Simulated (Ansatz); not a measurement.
SnSe$_{2}$:
```cif
data_Se2Sn
_chemical_formula_sum 'Sn1 Se2'
_space_group_name_H-M_alt 'P-3m1'
_space_group_IT_number 164
_space_group_name_Hall '-P 3 2"'
_cell_length_a 3.84059
_cell_length_b 3.84059
_cell_length_c 6.00827
_cell_angle_alpha 90.000
_cell_angle_beta 90.000
_cell_angle_gamma 120.000
loop_
_atom_site_label
_atom_site_type_symbol
_atom_site_symmetry_multiplicity
_atom_site_Wyckoff_symbol
_atom_site_fract_x
_atom_site_fract_y
_atom_site_fract_z
_atom_site_occupancy
Sn1 Sn 1 a 0.00000 0.00000 0.00000 1
Se1 Se 2 d 0.33333 0.66667 0.26512 1
```

Relaxed with PBE+D3(BJ).

**Question.** Tabulate the valence density and the electron localisation function along the shortest Sn–Se contact (2.73 Å), the program Ansatz at the PBE+D3(BJ) level (PAW).

**Answer.** 

```tsv
distance from Sn (Å)	density (e/Å³)	ELF
0.27	11.69	0.00
0.41	7.59	0.02
0.55	4.29	0.09
0.68	2.21	0.19
0.82	1.12	0.26
0.96	0.63	0.27
1.09	0.44	0.30
1.23	0.38	0.41
1.37	0.38	0.60
1.50	0.44	0.72
1.64	0.55	0.78
1.77	0.70	0.80
1.91	0.99	0.79
2.05	1.87	0.75
2.18	4.39	0.62
2.32	10.77	0.42
2.46	23.06	0.23
```

The density is the valence pseudo-density with augmentation charge, so density and ELF within about 1 Å of a nucleus are not all-electron values.

The cell was relaxed with PBE+D3(BJ) under the symmetry of its start; of distortions, only those at the zone centre were tested. Spin–orbit coupling is left out wherever it is not named.

Potentials: the later of the program's two PAW sets.
